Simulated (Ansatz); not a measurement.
A generator proposed this cell of CaInC4N4.

```
Ca In C N
1.0
     7.59928    0.00000    0.00000
     0.00000    7.59928    0.00000
     0.00000    0.00000    3.68766
Ca In C N
1 1 4 4
Direct
  0.00000 0.00000 0.00000
  0.50000 0.50000 0.00000
  0.19596 0.80404 0.00000
  0.80404 0.19596 0.00000
  0.19596 0.19596 0.00000
  0.80404 0.80404 0.00000
  0.30483 0.69517 0.00000
  0.69517 0.30483 0.00000
  0.30483 0.30483 0.00000
  0.69517 0.69517 0.00000
```

Theory: Ansatz, DFT PBE, scalar-relativistic, plane waves, PAW. Settings: cutoff 420 eV, Γ-centred mesh 2×2×6 on the computed 10-atom cell, Gaussian smearing of 0.10 eV; no spin polarisation.

Energies over the elements count from the elements' standard structures at the same level (N₂ as a molecule), with no fitted energy shifts.

Problem. How far from equilibrium is it?

Solution. The pressure is 11.7 GPa (the mean over three directions, positive in compression), the largest force is 4.09 eV/Å, and the energy is +0.68 eV/atom against the elements. The shortest distance is 1.17 Å.

Problem. Is it a good guess?

Solution. A rough one: relaxing gains about 0.28 eV/atom (the start's value is from the coarse mesh, so the gain is rough) in 13 ionic steps and ends at +0.39 eV/atom on the finer mesh. The symmetry stays P4/mmm (No. 123). The volume per atom grows by 22.0 %, from 21.3 to 26.0 Å³. The shortest distance stays 1.17 Å (C–N). Conventional cell: a = 8.240 Å, c = 3.826 Å. Ca has 4 C at 2.49 Å; around In lie 4 N at 2.17 Å; around C lie 1 N at 1.17 Å and 1 Ca at 2.49 Å; N has 1 C at 1.17 Å and 1 In at 2.17 Å.

The last run used a 6×6×10 mesh (in the run's order of axes) for its 10-atom cell and Gaussian smearing of 0.10 eV. An odd number of electrons in the primitive cell allows no gap without spin; a larger cell or a magnetic state could open one. The reference form of C is held partly by dispersion forces, which this level lacks. The relaxation can't lower the symmetry of the start, and the grade says only how near the guess is to its own end. A structure relaxed within its symmetry needn't be a true minimum.
